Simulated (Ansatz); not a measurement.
## Moving the strain (εxx = s, εyy = s) in LaPd2

```xyz
3
Lattice="-2.0039 2.0039 4.4717 2.0039 -2.0039 4.4717 2.0039 2.0039 -4.4717" Properties=species:S:1:pos:R:3 pbc="T T T"
La    0.0000    0.0000    0.0000
Pd    2.0039    0.0000    2.2359
Pd    0.0000    2.0039    2.2359
```

The cell comes from a database or a generator and needn't be the stable form of this composition.

Kept alike: task relaxation of the atoms; functional PBE; k mesh 8 × 8 × 8; occupations fermi-dirac, width 0.05 eV; no spin polarisation. Program: Ansatz, Ansatz PAW, cutoff 420 eV. The mesh is that of the run's cell of 3 atoms. No spin-orbit coupling.

| s | free energy over the lowest row (meV/atom) |
| --- | --- |
| -0.04 | 37.48 |
| -0.02 | 7.55 |
| -0.01 | ? |
| 0 | 0.00 |
| 0.01 | 3.50 |
| 0.02 | 11.25 |
| 0.04 | 37.93 |

The cell shown is the unstrained one; x, y and z are its Cartesian axes. For a metal such a mesh leaves the last digits unconverged.

Fit the rows shown and predict the run at -0.01.

A least-squares cubic through the rows shown is free energy = -72551 s³ + 23571.5 s² + 121.7 s - 0.013 (largest miss 0.019); at s = -0.01 it gives 1.20 meV/atom. The run gave: free energy over the lowest row 1.21 meV/atom.
